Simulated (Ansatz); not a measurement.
**³³S NMR of the central transition in Y3CuSiS7**

Cell: a computed structure from the Materials Project (it need not be an observed phase).

Space group P6_3 (No. 173); a = 9.9260, c = 5.7073 Å, γ = 120.00°.

| site | Wyckoff | site symmetry | x | y | z |
| --- | --- | --- | --- | --- | --- |
| Y | 6c | 1 | 0.3570 | 0.2288 | 0.2432 |
| Si | 2b | 3.. | 0.3333 | 0.6667 | 0.3309 |
| Cu | 2a | 3.. | 0.0000 | 0.0000 | 0.2027 |
| S11 | 6c | 1 | 0.1641 | 0.9066 | 0.2188 |
| S12 | 6c | 1 | 0.5230 | 0.1071 | 0.9808 |
| S13 | 2b | 3.. | 0.6667 | 0.3333 | 0.4607 |

One atom of each set is listed.

The numbers come from a DFT calculation in Ansatz (PBE, plane waves and PAW, scalar-relativistic, 420 eV cutoff, Γ-centred 4×4×5 k-points, Fermi–Dirac smearing 0.02 eV).

³³S has I = 3/2 and Q = -69.40 mb (Pyykkö 2018); at 35.2 T its Larmor frequency is ν₀ = 115.2 MHz. Only the quadrupole interaction is simulated: positions count from each site's isotropic chemical shift, and shift anisotropy, dipolar and J coupling are left out.

Question: Simulate the second-order pattern (static powder, Gaussian broadening 10 kHz) of site S12 (1 Si at 2.15 Å; also 3 Y at 2.80–3.00 Å).

Answer: The calculation gives C_Q = -16.2 MHz and η = 0.17, so ν_Q = 8.08 MHz and the centre of gravity lies at -496 ppm (-57.2 kHz).

```json
{"offset (kHz)": "-242.5", "height": "0"}
{"offset (kHz)": "-232.7", "height": "0"}
{"offset (kHz)": "-222.9", "height": "16"}
{"offset (kHz)": "-213.0", "height": "49"}
{"offset (kHz)": "-203.2", "height": "56"}
{"offset (kHz)": "-193.4", "height": "60"}
{"offset (kHz)": "-183.6", "height": "66"}
{"offset (kHz)": "-173.8", "height": "74"}
{"offset (kHz)": "-163.9", "height": "92"}
{"offset (kHz)": "-154.1", "height": "100"}
{"offset (kHz)": "-144.3", "height": "78"}
{"offset (kHz)": "-134.5", "height": "67"}
{"offset (kHz)": "-124.7", "height": "60"}
{"offset (kHz)": "-114.8", "height": "56"}
{"offset (kHz)": "-105.0", "height": "53"}
{"offset (kHz)": "-95.2", "height": "51"}
{"offset (kHz)": "-85.4", "height": "49"}
{"offset (kHz)": "-75.5", "height": "48"}
{"offset (kHz)": "-65.7", "height": "47"}
{"offset (kHz)": "-55.9", "height": "46"}
{"offset (kHz)": "-46.1", "height": "46"}
{"offset (kHz)": "-36.3", "height": "45"}
{"offset (kHz)": "-26.4", "height": "45"}
{"offset (kHz)": "-16.6", "height": "45"}
{"offset (kHz)": "-6.8", "height": "45"}
{"offset (kHz)": "3.0", "height": "39"}
{"offset (kHz)": "12.8", "height": "36"}
{"offset (kHz)": "22.7", "height": "37"}
{"offset (kHz)": "32.5", "height": "39"}
{"offset (kHz)": "42.3", "height": "41"}
{"offset (kHz)": "52.1", "height": "44"}
{"offset (kHz)": "62.0", "height": "49"}
{"offset (kHz)": "71.8", "height": "55"}
{"offset (kHz)": "81.6", "height": "68"}
{"offset (kHz)": "91.4", "height": "97"}
{"offset (kHz)": "101.2", "height": "84"}
{"offset (kHz)": "111.1", "height": "56"}
{"offset (kHz)": "120.9", "height": "17"}
{"offset (kHz)": "130.7", "height": "0"}
{"offset (kHz)": "140.5", "height": "0"}
```

At S12 V_zz points along its bond to Si (within 2°).
